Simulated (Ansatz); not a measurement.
SnS2:
```cif
data_S2Sn
_chemical_formula_sum 'Sn1 S2'
_space_group_name_H-M_alt 'P-3m1'
_space_group_IT_number 164
_space_group_name_Hall '-P 3 2"'
_cell_length_a 3.70241
_cell_length_b 3.70241
_cell_length_c 6.98315
_cell_angle_alpha 90.000
_cell_angle_beta 90.000
_cell_angle_gamma 120.000
loop_
_atom_site_label
_atom_site_type_symbol
_atom_site_symmetry_multiplicity
_atom_site_Wyckoff_symbol
_atom_site_fract_x
_atom_site_fract_y
_atom_site_fract_z
_atom_site_occupancy
Sn1 Sn 1 a 0.00000 0.00000 0.00000 1
S1 S 2 d 0.33333 0.66667 0.21168 1
```

Relaxed with PBE.

### Question
Which orbitals make up the states near the band edges in PBE (plane waves, PAW; program Ansatz)?

### Answer
Top 1 eV of the valence band: S 3p 96 %. Bottom 1 eV of the conduction band: S 3p 57 %, Sn 5s 35 %, outside the projected shells 5 %. Projections are on Löwdin-orthogonalised atomic valence shells; empty p or d shells of many metals are not among them.

### Question
Tabulate the density of states.

### Answer
States/eV per cell of 3 atoms, in 0.25 eV bins, energy from the valence-band maximum.

| E (eV) | total | S 3p | Sn 5p | Sn 5s |
|---|---|---|---|---|
| -7.85 | 0.00 | 0.00 | 0.00 | 0.00 |
| -7.60 | 0.00 | 0.00 | 0.00 | 0.00 |
| -7.35 | 0.00 | 0.00 | 0.00 | 0.00 |
| -7.10 | 0.00 | 0.00 | 0.00 | 0.00 |
| -6.85 | 0.27 | 0.10 | 0.00 | 0.17 |
| -6.60 | 2.03 | 0.75 | 0.00 | 1.11 |
| -6.35 | 1.23 | 0.45 | 0.00 | 0.63 |
| -6.10 | 0.85 | 0.30 | 0.00 | 0.41 |
| -5.85 | 0.72 | 0.25 | 0.00 | 0.33 |
| -5.60 | 0.65 | 0.23 | 0.00 | 0.28 |
| -5.35 | 0.67 | 0.24 | 0.00 | 0.26 |
| -5.10 | 0.80 | 0.30 | 0.00 | 0.27 |
| -4.85 | 0.78 | 0.33 | 0.00 | 0.22 |
| -4.60 | 0.00 | 0.00 | 0.00 | 0.00 |
| -4.35 | 0.00 | 0.00 | 0.00 | 0.00 |
| -4.10 | 0.95 | 0.57 | 0.32 | 0.00 |
| -3.85 | 1.84 | 1.14 | 0.59 | 0.00 |
| -3.60 | 1.86 | 1.19 | 0.57 | 0.00 |
| -3.35 | 1.20 | 0.79 | 0.33 | 0.00 |
| -3.10 | 1.32 | 0.88 | 0.34 | 0.01 |
| -2.85 | 1.61 | 1.10 | 0.41 | 0.02 |
| -2.60 | 1.86 | 1.31 | 0.45 | 0.02 |
| -2.35 | 2.34 | 1.68 | 0.55 | 0.02 |
| -2.10 | 2.99 | 2.25 | 0.59 | 0.02 |
| -1.85 | 2.71 | 2.11 | 0.46 | 0.01 |
| -1.60 | 1.51 | 1.20 | 0.25 | 0.01 |
| -1.35 | 1.17 | 0.94 | 0.18 | 0.01 |
| -1.10 | 1.16 | 0.98 | 0.14 | 0.01 |
| -0.85 | 3.01 | 2.82 | 0.11 | 0.01 |
| -0.60 | 4.39 | 4.19 | 0.10 | 0.01 |
| -0.35 | 6.83 | 6.64 | 0.05 | 0.01 |
| -0.10 | 3.23 | 3.16 | 0.02 | 0.00 |
| 0.15 | 0.00 | 0.00 | 0.00 | 0.00 |
| 0.40 | 0.00 | 0.00 | 0.00 | 0.00 |
| 0.65 | 0.00 | 0.00 | 0.00 | 0.00 |
| 0.90 | 0.00 | 0.00 | 0.00 | 0.00 |
| 1.15 | 0.00 | 0.00 | 0.00 | 0.00 |
| 1.40 | 0.00 | 0.00 | 0.00 | 0.00 |
| 1.65 | 0.45 | 0.25 | 0.00 | 0.16 |
| 1.90 | 0.86 | 0.48 | 0.02 | 0.30 |
| 2.15 | 1.04 | 0.58 | 0.03 | 0.36 |
| 2.40 | 1.68 | 0.97 | 0.04 | 0.58 |
| 2.65 | 2.85 | 1.66 | 0.06 | 1.00 |
| 2.90 | 1.12 | 0.62 | 0.03 | 0.41 |
| 3.15 | 0.00 | 0.00 | 0.00 | 0.00 |
| 3.40 | 0.00 | 0.00 | 0.00 | 0.00 |
| 3.65 | 0.00 | 0.00 | 0.00 | 0.00 |
| 3.90 | 0.07 | 0.00 | 0.04 | 0.00 |
| 4.15 | 0.18 | 0.01 | 0.11 | 0.00 |
| 4.40 | 0.24 | 0.02 | 0.15 | 0.00 |
| 4.65 | 0.51 | 0.07 | 0.32 | 0.00 |
| 4.90 | 1.76 | 0.32 | 1.02 | 0.01 |
| 5.15 | 1.78 | 0.35 | 1.04 | 0.01 |
| 5.40 | 2.03 | 0.40 | 1.25 | 0.00 |
| 5.65 | 2.09 | 0.48 | 1.21 | 0.00 |
| 5.90 | 1.91 | 0.46 | 1.07 | 0.00 |
| 6.15 | 4.33 | 1.07 | 1.98 | 0.00 |
| 6.40 | 4.41 | 1.07 | 2.06 | 0.00 |

Symmetry was held in the PBE relaxation. The volume lies over 15 % above that of the usual cell of this phase: another minimum, or an error of the functional. A crystal of weakly bound layers computed without a dispersion correction: the cell and the soft elastic constants depend strongly on that. Scalar-relativistic: spin–orbit coupling is off unless named, which matters more the heavier the elements.

Potentials: the later of the program's two PAW sets.
